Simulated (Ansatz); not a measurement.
Starting cell, Ru (hcp, Mg type):

```yaml
crystal:
  lattice:
    - [2.72203, 0.00000, 0.00000]
    - [-1.36102, 2.35735, 0.00000]
    - [0.00000, 0.00000, 8.58148]
  atoms:
    - { symbol: Ru, position: [0.33333, 0.66667, 0.37500] }
    - { symbol: Ru, position: [0.33333, 0.66667, 0.87500] }
    - { symbol: Ru, position: [0.66667, 0.33333, 0.12500] }
    - { symbol: Ru, position: [0.66667, 0.33333, 0.62500] }
```

A phonon eigenvector at A = (0.0, 0.0, 0.5) is frozen into this cell: atom i moves by Q times the vector below, so Q is the largest atomic displacement, in Å. The cell is held. It is one choice among 4 degenerate patterns. (q is in reciprocal vectors of the primitive cell; the cell shown is doubled to hold the pattern.)

| atom | x | y | z |
|---|---|---|---|
| Ru1 | 0.000 | 1.000 | 0.000 |
| Ru2 | 0.000 | -1.000 | 0.000 |

Atoms not listed stay in place.

The numbers are results of PBE (plane waves to 420 eV, PAW, scalar-relativistic; Ansatz, a first-principles code), not measurements. k mesh 20×20×6 (Γ-centred), Fermi-Dirac smearing 0.05 eV. Energies are smeared free energies. Stress and pressure are positive under compression. With partly filled bands, energies and forces of such displacements shift with the k mesh and the smearing. Ru is run without spin polarisation. Ru was relaxed with its symmetry unable to fall. The PAW data are Ansatz's earlier set. The zero of ΔE is the undisplaced structure.

Problem. Predict the ΔE (meV/cell) and P (GPa) at Q (Å) = -0.083, -0.050, -0.033, 0.017, 0.033, 0.050.

Solution. 
```csv
Q (Å),ΔE (meV/cell),P (GPa)
-0.083,47,0.3
-0.050,17,0.1
-0.033,8,0.0
0.017,2,0.0
0.033,8,0.0
0.050,17,0.1
```

(A displaced cell: forces are minus the slopes of the energy, force constants its curvatures, and phonons follow from these.)
